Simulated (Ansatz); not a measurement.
OsO2:
```
CELL_PARAMETERS angstrom
      4.45395     0.00000     0.00000
      0.00000     4.45395     0.00000
      0.00000     0.00000     3.18145
ATOMIC_POSITIONS crystal
  Os 0.00000 0.00000 0.00000
  Os 0.50000 0.50000 0.50000
  O  0.30875 0.30875 0.00000
  O  0.19125 0.80875 0.50000
  O  0.69125 0.69125 0.00000
  O  0.80875 0.19125 0.50000
```

Relaxed with PBEsol.

Task: Map the valence electron density (e/Å³), cut off at 5 on the plane through (0.000, 0.000, 0.000) spanned by u = [0, 0, 1] and v = [1, 1, 0] in lattice vectors, from PBEsol in the plane-wave PAW code Ansatz.

Result: x is the fraction of u, y of v (the angle between them is 90°; rows are the nearest grid lines); atoms in the plane: Os at (0.00, 0.00), Os at (0.50, 0.50), O at (0.00, 0.31), O at (0.00, 0.69).
```
|99994100000149999|
|99983100000138999|
|77531000000013577|
|32210000000001223|
|11100000000000111|
|54210000000001245|
|99520000000002599|
|99831000000013899|
|99631112221113699|
|65321135653112356|
|22111369996311122|
|00013999999931000|
|00013999999931000|
|22111369996311122|
|65321135653112356|
|99631112221113699|
|99831000000013899|
|99520000000002599|
|54210000000001245|
|11100000000000111|
|32210000000001223|
|77531000000013577|
|99983100000138999|
|99994100000149999|
```
Scale: ten equal steps from 0.084 (start of '0') to 5.00 (end of '9'), in the order '0123456789'; x runs from 0.000 to 1.00, y from 0.000 (bottom) to 1.00 (top).

The density is the valence pseudo-density with augmentation charge, so density and ELF within about 1 Å of a nucleus are not all-electron values.

Space group P4_2/mnm (rutile). The workflow started from an entry of the Crystallography Open Database (COD). Whether it is the stable phase at ambient conditions was not checked. The cell was relaxed with PBEsol under the symmetry of its start; whether a distortion lowers the energy is not shown. No spin polarisation was allowed. Spin–orbit coupling is left out wherever it is not named.

Potentials: the later of the program's two PAW sets.
